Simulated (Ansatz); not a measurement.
GaN:
```
CELL_PARAMETERS angstrom
      6.06386     0.00000     0.00000
      0.00000     3.29546     0.00000
      0.00000     0.00000     5.40939
ATOMIC_POSITIONS crystal
  Ga 0.16788 0.25000 0.40228
  Ga 0.33212 0.75000 0.90228
  Ga 0.83212 0.75000 0.59772
  Ga 0.66788 0.25000 0.09772
  N  0.82831 0.25000 0.39968
  N  0.67169 0.75000 0.89968
  N  0.17169 0.75000 0.60032
  N  0.32831 0.25000 0.10032
```

PBE in the plane-wave PAW code Ansatz gives a gap of 1.61 eV without spin–orbit coupling, maximum at Γ, minimum at Γ.

Task: What happens when spin–orbit coupling is switched on?

Result: The gap stays essentially unchanged, to 1.61 eV; maximum at Γ, minimum at Γ.

Task: Give the electron effective mass with spin–orbit coupling.

Result: 0.16, 0.20, 0.20 mₑ (principal values).

Task: Give the hole effective mass with spin–orbit coupling.

Result: 0.15, 1.6, 3.4 mₑ (principal values).

Space group Pnma. The start of the workflow was typed in or built on a structure type; neither database checked (COD, Materials Project) lists it. It is not the phase usual at ambient conditions (space group No. 186, 216). The cell was relaxed with PBE under the symmetry of its start; whether a distortion lowers the energy is not shown. The volume moved by 31 % from the start of the relaxation.

Potentials: the later of the program's two PAW sets.
